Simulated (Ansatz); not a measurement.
# Data sheet: Ag (DFT)

Ag:
```xyz
4
Lattice="2.8693 0.0000 0.0000 -1.4347 2.4849 0.0000 0.0000 0.0000 9.3551" Properties=species:S:1:pos:R:3 pbc="T T T"
Ag     0.0000     0.0000     0.0000
Ag     0.0000     0.0000     4.6776
Ag     0.0000     1.6566     2.3388
Ag     1.4347     0.8283     7.0164
```

Space group P6_3/mmc (No. 194), dhcp (α-La type); conventional cell a = b = 2.869 Å, c = 9.355 Å, α = β = 90.00°, γ = 120.00°.

Method: plane-wave PAW PBEsol (Ansatz code). Geometry: relaxed at this level of theory. Other levels are named where they apply.

**Cell and energy**

```json
{
  "volume_per_atom": "16.68 Å³",
  "density": "10.74 g/cm³"
}
```

**Electronic structure**

```json
{
 "electronic_character": "metallic (no gap)",
 "Density of states at the Fermi level": "0.28 states/eV per atom (mean over ±0.08 eV)"
}
```

**Mechanics**

```json
{
  "Bulk modulus (Birch–Murnaghan fit)": "1180 kbar",
  "Pressure derivative B′": "5.8",
  "Elastic constants (relaxed ions, GPa)": "C11 = 165, C12 = 103, C13 = 83.2, C33 = 193, C44 = 30.6",
  "mechanical_stability": "stable (all eigenvalues of C positive)",
  "hill_bulk_and_shear_moduli": "118 and 34.6 GPa",
  "Young's modulus": "94.6 GPa",
  "Poisson's ratio": "0.37",
  "debye_temperature_from_the_elastic_constants": "236 K"
}
```

The workflow started from a Materials Project entry (that database holds measured and hypothetical structures alike); the Crystallography Open Database files this formula in space group No. 194, but the cells were not matched. It is not the phase usual at ambient conditions (space group No. 225). Symmetry was held in the PBEsol relaxation; whether a distortion lowers the energy is not shown. No spin polarisation was allowed. As this level gives no gap, shear constants depend on the k-mesh and smearing (Fermi–Dirac, 0.1 eV here). Axis ratios of metals converge slowly with the k-mesh, so a and c are less sure than the volume. On the denser mesh and wider smearing of the elastic run this cell carries a stress of 0.4 GPa. Scalar-relativistic: spin–orbit coupling is off unless named, which matters more the heavier the elements.

Potentials: the later of the program's two PAW sets.
